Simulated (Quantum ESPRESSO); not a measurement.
## W2Mo2S7O (input and log of a self-consistent run)

Simulated, not a measurement. The program is pw.x of Quantum ESPRESSO 7.5 (plane-wave density functional theory). The cell is made up: 12 atoms on a layered 2H lattice, with randomly drawn elements, strain and displacements, not relaxed. PseudoDojo standard norm-conserving files (v0.5 for PBE, v0.4.1 for LDA and PBEsol) set the functional; there is no spin polarisation, spin-orbit coupling or dispersion term, and the masses in the input are unused placeholders.

Input:

```
&control calculation='scf', pseudo_dir='./dojo.nc.sr.pbe.v0_5.standard.upf', outdir='./o', disk_io='low', tprnfor=.true., tstress=.true. /
&system ibrav=0, nat=12, ntyp=4, nbnd=58, ecutwfc=84.00895049, nosym=.true., tot_charge=0,
 occupations='smearing', smearing='fd', degauss=0.0018374661
/
&electrons conv_thr=7.350e-09, electron_maxstep=60, /
ATOMIC_SPECIES
Mo 1.0 Mo.upf
O 1.0 O.upf
S 1.0 S.upf
W 1.0 W.upf
CELL_PARAMETERS angstrom
3.1664 0.0014 -0.0137
0.0025 5.4986 -0.0047
-0.0543 -0.0108 12.605
ATOMIC_POSITIONS angstrom
W -0.1028 1.8664 3.2029
W 1.5408 0.8903 9.496
Mo 1.5238 4.6249 3.1566
Mo -0.0503 3.5858 9.5033
S -0.0782 1.8199 7.8477
O -0.0127 1.7518 11.0259
S 1.5932 0.842 1.6
S 1.5975 0.9085 4.7131
S 1.5422 4.544 7.8746
S 1.5695 4.5611 11.0267
S 0.0886 3.6799 1.5132
S -0.0307 3.6809 4.7435
K_POINTS automatic
7 4 2 1 1 1
```

The log is shortened where brackets say so; the opening notice, blank lines, dates and the lines on written files are dropped, and the path of the files is cut. It prints rydbergs, bohrs and kilobars, and counts compression as positive stress. With no partly filled state, the Fermi energy that it prints is only some level between the filled and the empty states on the mesh, and need not lie in the true gap.

```
     Program PWSCF v.7.5
     Parallel version (MPI & OpenMP), running on       4 processor cores
     Number of MPI processes:                 4
     Threads/MPI process:                     1
     [start-up lines left out]
     bravais-lattice index     =            0
     lattice parameter (alat)  =       5.9837  a.u.
     unit-cell volume          =    1480.9789 (a.u.)^3
     number of atoms/cell      =           12
     number of atomic types    =            4
     number of electrons       =       104.00
     number of Kohn-Sham states=           58
     kinetic-energy cutoff     =      84.0090  Ry
     charge density cutoff     =     336.0358  Ry
     scf convergence threshold =      7.3E-09
     mixing beta               =       0.7000
     number of iterations used =            8  plain     mixing
     Exchange-correlation= PBE
                           (   1   4   3   4   0   0   0)
     [axes and pseudopotential details left out]
   Cartesian axes
     site n.     atom                  positions (alat units)
         1        W      tau(   1) = (  -0.0324656   0.5894335   1.0115177  )
         2        W      tau(   2) = (   0.4866048   0.2811684   2.9989610  )
         3        Mo     tau(   3) = (   0.4812360   1.4606039   0.9968956  )
         4        Mo     tau(   4) = (  -0.0158854   1.1324425   3.0012665  )
         5        S      tau(   5) = (  -0.0246966   0.5747482   2.4784063  )
         6        O      tau(   6) = (  -0.0040108   0.5532414   3.4821235  )
         7        S      tau(   7) = (   0.5031534   0.2659146   0.5053009  )
         8        S      tau(   8) = (   0.5045114   0.2869162   1.4884586  )
         9        S      tau(   9) = (   0.4870469   1.4350546   2.4869017  )
        10        S      tau(  10) = (   0.4956686   1.4404550   3.4823761  )
        11        S      tau(  11) = (   0.0279810   1.1621606   0.4778884  )
        12        S      tau(  12) = (  -0.0096955   1.1624764   1.4980594  )
     number of k points=    28  Fermi-Dirac smearing, width (Ry)=  0.0018
                       cart. coord. in units 2pi/alat
        k(    1) = (   0.0716707   0.0720041   0.0631715), wk =   0.0714286
        k(    2) = (   0.0711273   0.0718969  -0.0624331), wk =   0.0714286
     [further k points left out]
     Dense  grid:   154081 G-vectors     FFT dimensions: (  36,  64, 144)
     Estimated max dynamical RAM per process >     390.65 MB
     Estimated total dynamical RAM >       1.42 GB
     Initial potential from superposition of free atoms
     starting charge     103.9959, renormalised to     104.0000
     Starting wfcs are   72 randomized atomic wfcs
     total cpu time spent up to now is        5.3 secs
     per-process dynamical memory:   285.4 Mb
     Self-consistent Calculation
     iteration #  1     ecut=    84.01 Ry     beta= 0.70
     Davidson diagonalization with overlap
     ethr =  1.00E-02,  avg # of iterations =  2.0
     total cpu time spent up to now is       15.0 secs
     total energy              =    -770.80465808 Ry
     estimated scf accuracy    <       2.16656946 Ry
     iteration #  2     ecut=    84.01 Ry     beta= 0.70
     Davidson diagonalization with overlap
     ethr =  2.08E-03,  avg # of iterations =  9.2
     total cpu time spent up to now is       33.3 secs
     total energy              =    -767.29732296 Ry
     estimated scf accuracy    <      48.46090529 Ry
     iteration #  3     ecut=    84.01 Ry     beta= 0.70
     Davidson diagonalization with overlap
     ethr =  2.08E-03,  avg # of iterations =  9.2
     total cpu time spent up to now is       48.9 secs
     total energy              =    -770.38702561 Ry
     estimated scf accuracy    <      26.21888089 Ry
     iteration #  4     ecut=    84.01 Ry     beta= 0.70
     Davidson diagonalization with overlap
     ethr =  2.08E-03,  avg # of iterations =  8.1
     total cpu time spent up to now is       60.6 secs
     total energy              =    -771.91774184 Ry
     estimated scf accuracy    <       1.95403985 Ry
     iteration #  5     ecut=    84.01 Ry     beta= 0.70
     Davidson diagonalization with overlap
     ethr =  1.88E-03,  avg # of iterations =  2.6
     total cpu time spent up to now is       69.4 secs
     total energy              =    -772.17664579 Ry
     estimated scf accuracy    <       0.25163988 Ry
     [iterations 6 to 16 left out]
     iteration # 17     ecut=    84.01 Ry     beta= 0.70
     Davidson diagonalization with overlap
     ethr =  6.97E-10,  avg # of iterations =  5.1
     total cpu time spent up to now is      203.2 secs
     total energy              =    -772.20534699 Ry
     estimated scf accuracy    <       0.00000061 Ry
     iteration # 18     ecut=    84.01 Ry     beta= 0.70
     Davidson diagonalization with overlap
     ethr =  5.83E-10,  avg # of iterations =  2.0
     total cpu time spent up to now is      211.2 secs
     total energy              =    -772.20534698 Ry
     estimated scf accuracy    <       0.00000025 Ry
     iteration # 19     ecut=    84.01 Ry     beta= 0.70
     Davidson diagonalization with overlap
     ethr =  2.45E-10,  avg # of iterations =  3.7
     total cpu time spent up to now is      220.6 secs
     total energy              =    -772.20534702 Ry
     estimated scf accuracy    <       0.00000004 Ry
     iteration # 20     ecut=    84.01 Ry     beta= 0.70
     Davidson diagonalization with overlap
     ethr =  3.45E-11,  avg # of iterations =  5.9
     total cpu time spent up to now is      231.2 secs
     total energy              =    -772.20534703 Ry
     estimated scf accuracy    <       0.00000001 Ry
     iteration # 21     ecut=    84.01 Ry     beta= 0.70
     Davidson diagonalization with overlap
     ethr =  1.32E-11,  avg # of iterations =  2.0
     total cpu time spent up to now is      239.3 secs
     End of self-consistent calculation
          k = 0.0717 0.0720 0.0632 ( 19254 PWs)   bands (ev):
   -64.9499 -64.2657 -51.5722 -51.1323 -29.1158 -29.0594 -28.9681 -28.5212
   -28.4725 -28.3846 -25.6501 -25.6442 -25.5563 -25.2956 -25.2697 -25.1157
    -7.4174  -4.6005  -4.3200  -3.2809  -3.0849  -2.8573  -2.7152  -2.4534
     3.4395   3.6197   3.9546   4.2410   4.8002   4.9809   5.4326   5.7595
     6.4375   6.6474   6.6699   6.7524   6.8931   7.0261   7.1156   7.3294
     7.4695   7.6265   7.7293   7.9139   8.0424   8.0975   8.4013   8.6937
     8.8096   9.2321   9.4403   9.8372  11.3545  11.5853  11.9295  12.0337
    12.0794  12.1353
     [levels at the other k points left out]
     the Fermi energy is    10.5290 ev
!    total energy              =    -772.20534702 Ry
     estimated scf accuracy    <          2.4E-09 Ry
     smearing contrib. (-TS)   =      -0.00000000 Ry
     internal energy E=F+TS    =    -772.20534702 Ry
     The total energy is F=E-TS. E is the sum of the following terms:
     one-electron contribution =    -371.67815583 Ry
     hartree contribution      =     226.33177235 Ry
     xc contribution           =    -159.46901685 Ry
     ewald contribution        =    -467.38994669 Ry
     convergence has been achieved in  21 iterations
     Forces acting on atoms (cartesian axes, Ry/au):
     atom    1 type  4   force =     0.09269399   -0.01068544   -0.06277706
     atom    2 type  4   force =    -0.00662005    0.04746759    0.05726786
     atom    3 type  1   force =     0.05542569   -0.06489338   -0.00868984
     atom    4 type  1   force =     0.01643061   -0.01796458    0.01620230
     atom    5 type  3   force =     0.00927614   -0.02699599    0.05847577
     atom    6 type  2   force =    -0.00383536   -0.00281400   -0.17603557
     atom    7 type  3   force =    -0.03577043    0.05665269   -0.00384258
     atom    8 type  3   force =    -0.04823856    0.01487176    0.03055082
     atom    9 type  3   force =    -0.00500033    0.00861006    0.04441867
     atom   10 type  3   force =    -0.01005574   -0.00757466    0.00324737
     atom   11 type  3   force =    -0.05241199   -0.00894242    0.04459892
     atom   12 type  3   force =    -0.01189397    0.01226839   -0.00341667
     Total force =     0.277542     Total SCF correction =     0.000256
     Computing stress (Cartesian axis) and pressure
          total   stress  (Ry/bohr**3)                   (kbar)     P=      -51.58
  -0.00031835   0.00005794   0.00003486          -46.83        8.52        5.13
   0.00005794  -0.00025662  -0.00001946            8.52      -37.75       -2.86
   0.00003486  -0.00001946  -0.00047689            5.13       -2.86      -70.15
     init_run     :      4.98s CPU      5.18s WALL (       1 calls)
     electrons    :    231.45s CPU    234.06s WALL (       1 calls)
     forces       :      1.99s CPU      2.03s WALL (       1 calls)
     stress       :      6.71s CPU      6.93s WALL (       1 calls)
     [timing details left out]
     PWSCF        :   4m 5.30s CPU   4m 8.43s WALL
     JOB DONE.
```

In other units: free energy -10506.389 eV for the cell, pressure -5.16 GPa, largest force component 4.526 eV/Å. A rerun of this cell at a cutoff of 1437 eV and k mesh 9 x 6 x 4 moved values by no more than 0.003 eV in energy, 0.02 GPa in stress and 0.003 eV/Å in force.